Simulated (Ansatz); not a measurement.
In plane-wave PAW PBE (Ansatz code), SiGe in the tetragonal phase (I-4m2; Pearson symbol tI20) relaxes to a = 3.962 Å, c = 28.053 Å. Si on 4e has 4 nearest neighbours from 2.39 Å (tetrahedral); Si on 4f has 4 nearest neighbours from 2.39 Å (tetrahedral); Si on 2b has 4 nearest neighbours from 2.39 Å (tetrahedral); Ge on 4f has 4 nearest neighbours from 2.43 Å (tetrahedral). Against the elements it lies at 0.016 eV/atom, with no fitted shifts.

The Kohn–Sham gap is 0.33 eV (direct). The valence maximum lies at Γ and the conduction minimum at Γ. Electrons at the band edge weigh 0.18, 0.18, 1.4 mₑ (principal values).

The start of the workflow was typed in or built on a structure type; neither database checked (COD, Materials Project) lists it. Its standing as an ambient phase is unchecked. The PBE relaxation kept the symmetry of its start; its stability against distortions is not shown here. The references are the lowest solids computed at this level, not always the standard phases. Spin–orbit coupling is left out wherever it is not named.

Potentials: the earlier of the program's two PAW sets.
